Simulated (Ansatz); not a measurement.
# CaMg: clamped-ion strain scan

These are results of DFT r2SCAN, scalar-relativistic, plane waves, PAW (Ansatz 0.2.0), not measurements. The runs took a 500 eV cutoff, a Γ-centred 12×12×12 mesh and Gaussian smearing (0.15 eV). No spin polarisation. Energies are free energies at this smearing, counted from the undisturbed cell; pressure is positive in compression.

The starting cell (as given, not relaxed at this level; it stands at 0.0 GPa, and it needn't be the usual structure):

```yaml
crystal:
  lattice:
    - [4.02737, 0.00000, 0.00000]
    - [0.00000, 4.02737, 0.00000]
    - [0.00000, 0.00000, 3.86162]
  atoms:
    - { symbol: Ca, position: [0.00000, 0.00000, 0.50000] }
    - { symbol: Mg, position: [0.50000, 0.50000, 0.00000] }
```

The cell is strained by ε times the Voigt pattern (1, -1, 0, 0, 0, 0) (xx, yy, zz, yz, xz, xy; engineering shear) with fractional coordinates fixed. The cell is metallic on the mesh throughout.

```csv
ε,ΔE (meV/atom)
-0.1500,54.9
-0.0750,10.8
0.0000,0.0
0.0375,2.2
0.1125,27.7
```

Task: Predict the stress summed along the pattern (GPa, tension positive) at each point.

Result:
| ε | stress summed along the pattern (GPa, tension positive) |
| --- | --- |
| -0.1500 | -4.20 |
| -0.0750 | -1.72 |
| 0.0000 | 0.00 |
| 0.0375 | 0.63 |
| 0.1125 | 2.73 |